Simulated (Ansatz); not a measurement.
# Does relaxation matter for the field gradients of TiO2 with vanadium replacing Ti?

Start: a supercell of TiO2 (rutile type, P4_2/mnm) built from an entry of the Crystallography Open Database (COD), with all atoms left at the host's positions.

Space group Pmmm (No. 47); a = 6.4944, b = 6.4944, c = 8.8722 Å.

| site | Wyckoff | site symmetry | x | y | z |
| --- | --- | --- | --- | --- | --- |
| V | 1a | mmm | 0.0000 | 0.0000 | 0.0000 |
| Ti2 | 2q | mm2 | 0.0000 | 0.0000 | 0.3333 |
| Ti4 | 1f | mmm | 0.5000 | 0.5000 | 0.0000 |
| Ti5 | 2t | mm2 | 0.5000 | 0.5000 | 0.3333 |
| Ti7 | 2s | mm2 | 0.5000 | 0.0000 | 0.1667 |
| Ti8 | 1d | mmm | 0.5000 | 0.0000 | 0.5000 |
| Ti10 | 2r | mm2 | 0.0000 | 0.5000 | 0.1667 |
| Ti11 | 1g | mmm | 0.0000 | 0.5000 | 0.5000 |
| O13 | 2i | 2mm | 0.3050 | 0.0000 | 0.0000 |
| O14 | 4w | .m. | 0.3050 | 0.0000 | 0.3333 |
| O16 | 2k | 2mm | 0.8050 | 0.5000 | 0.0000 |
| O17 | 4x | .m. | 0.8050 | 0.5000 | 0.3333 |
| O19 | 4v | m.. | 0.5000 | 0.3050 | 0.1667 |
| O20 | 2p | m2m | 0.5000 | 0.3050 | 0.5000 |
| O22 | 4u | m.. | 0.0000 | 0.8050 | 0.1667 |
| O23 | 2n | m2m | 0.0000 | 0.8050 | 0.5000 |

One atom of each set is listed.

All values are calculated (Ansatz; DFT, PBE, plane waves and PAW, scalar-relativistic, 420 eV cutoff, Γ-centred 3×3×2 k-points, Fermi–Dirac smearing 0.01 eV, cell charge +1), not measured.

The largest force at the start is 1.8 eV/Å. Relaxing the ions at fixed cell moves them by 0.092 Å at most (atom 24, O) and 0.033 Å rms.

```csv
site,moved (Å),first shell before,first shell after,V_zz before (10²¹ V/m²),η before
V,0.000,6 O at 1.95–1.98 Å,6 O at 1.86–1.94 Å,-0.89,0.56
Ti2,0.009,6 O at 1.95–1.98 Å,6 O at 1.93–2.01 Å,-1.46,0.16
Ti4,0.000,6 O at 1.95–1.98 Å,6 O at 1.95–1.98 Å,-2.43,0.29
Ti7,0.005,6 O at 1.95–1.98 Å,6 O at 1.95–1.98 Å,-1.75,0.22
Ti8,0.000,6 O at 1.95–1.98 Å,6 O at 1.97 Å,-1.93,0.06
Ti10,0.010,6 O at 1.95–1.98 Å,6 O at 1.94–2.01 Å,-2.95,0.88
Ti11,0.000,6 O at 1.95–1.98 Å,6 O at 1.95–1.99 Å,-2.39,0.47
O13,0.040,"2 Ti at 1.95 Å, 1 V at 1.98 Å","1 V at 1.94 Å, 2 Ti at 1.98 Å",4.20,0.30
O17,0.012,3 Ti at 1.95–1.98 Å,3 Ti at 1.94–1.99 Å,2.02,0.66
O19,0.009,3 Ti at 1.95–1.98 Å,3 Ti at 1.95–1.97 Å,2.23,0.91
O22,0.092,"2 Ti at 1.95–1.98 Å, 1 V at 1.95 Å","1 V at 1.86 Å, 2 Ti at 2.01 Å",2.74,0.91
O23,0.008,3 Ti at 1.95–1.98 Å,3 Ti at 1.93–1.99 Å,-2.51,0.78
```

Problem. What are V_zz and η after the relaxation?

Solution. 

```
site  V_zz after  η after  change of V_zz
   V        3.08     0.25               –
 Ti2        2.34     0.02               –
 Ti4       -2.08     0.19           +0.35
 Ti7        0.90     0.99               –
 Ti8        1.40     0.63               –
Ti10        3.74     0.84               –
Ti11       -2.84     0.53           -0.45
 O13        4.31     0.50           +0.11
 O17        1.99     0.60           -0.03
 O19       -2.25     1.00               –
 O22       -2.31     0.96               –
 O23       -2.85     0.70           -0.34
```

The largest change of V_zz along a kept axis is on Ti11, from -2.39 to -2.84. The whole tensor moves most on V, by 2.88 along its most changed direction. In per cent, |V_zz| changes by -15 to +19 on Ti, -2 to +13 on O (all sites that start above 0.5, bar those whose gradient vanishes or changes sign or whose main axis turns by over 40°). Where |V_zz| stays above 0.1 and the axes keep their order, η moves most on O13, from 0.30 to 0.50. On Ti10, O22, O19, Ti8, Ti7, Ti2, V the largest principal value lies along another axis in the second run, so the two V_zz can't be compared directly. The table leaves out 4 of the 16 sites, with |V_zz| up to 2.54; their tensors move by 0.14 at most along any direction. The statements above cover all sites.

The defect repeats with the cell of 36 atoms, so it feels its images: sites between two images don't show the values beside a lone defect, and zeros or small values of η there can come from the images' arrangement. O and Ti carry a gradient in the pure host already, so the values there aren't the defect's effect alone. A uniform background compensates the cell's charge.
Before: With a gap of 0.4 eV on this mesh, small gradients can still move by 0.1 × 10²¹ V/m² or more as the k-mesh gets denser. The cell keeps the host's lattice, where the PBE pressure is 5 GPa (in a charged cell this depends on the convention for the mean potential). The neighbours have not yet relaxed around the defect (largest force 1.8 eV/Å), so a real crystal will differ.
After: The relaxation keeps the site symmetry mmm of the start, so the impurity can't leave its site; a start off the site could end lower.
